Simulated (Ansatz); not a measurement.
**Zr3SiO8: stable or not**

The structure comes from a generated guess, relaxed at this level; another structure or a mixture of phases may lie lower.

Computed with Ansatz 0.2.0, DFT PBE, scalar-relativistic, plane waves, PAW. Cutoff 420 eV, Γ-centred 6×6×6 mesh (12-atom cell), Gaussian smearing of 0.02 eV, no spin polarisation.

```cif
data_structure
_symmetry_space_group_name_H-M 'P-43m'
_symmetry_Int_Tables_number 215
_cell_length_a 5.0589
_cell_length_b 5.0589
_cell_length_c 5.0589
_cell_angle_alpha 90.000
_cell_angle_beta 90.000
_cell_angle_gamma 90.000
_cell_volume 129.47
loop_
_atom_site_label
_atom_site_type_symbol
_atom_site_symmetry_multiplicity
_atom_site_Wyckoff_symbol
_atom_site_fract_x
_atom_site_fract_y
_atom_site_fract_z
_atom_site_occupancy
Zr1 Zr 3 d 0.50000 0.00000 0.00000 1
Si1 Si 1 b 0.50000 0.50000 0.50000 1
O1 O 4 e 0.80488 0.19512 0.19512 1
O2 O 4 e 0.69247 0.30753 0.69247 1
```

The zero of energy is the elements' standard structures at the same level (O₂ as a molecule); no fitted shifts are applied.

**Question.** These tests were run: energy against the elements; phonons at Γ; elastic tensor. What do they show?

**Answer.**

| test | result |
| --- | --- |
| energy against the elements | −3.209 eV/atom |
| phonons at Γ | lowest optical mode 111 cm⁻¹ |
| elastic tensor | least eigenvalue 79 GPa |

It fails none of these tests. Other phases of the system weren't compared here, so this isn't yet thermodynamic stability. Phonons away from Γ weren't computed.

The run for the phonons used a 6×6×6 k mesh. The run for the elastic tensor used a 6×6×6 k mesh.
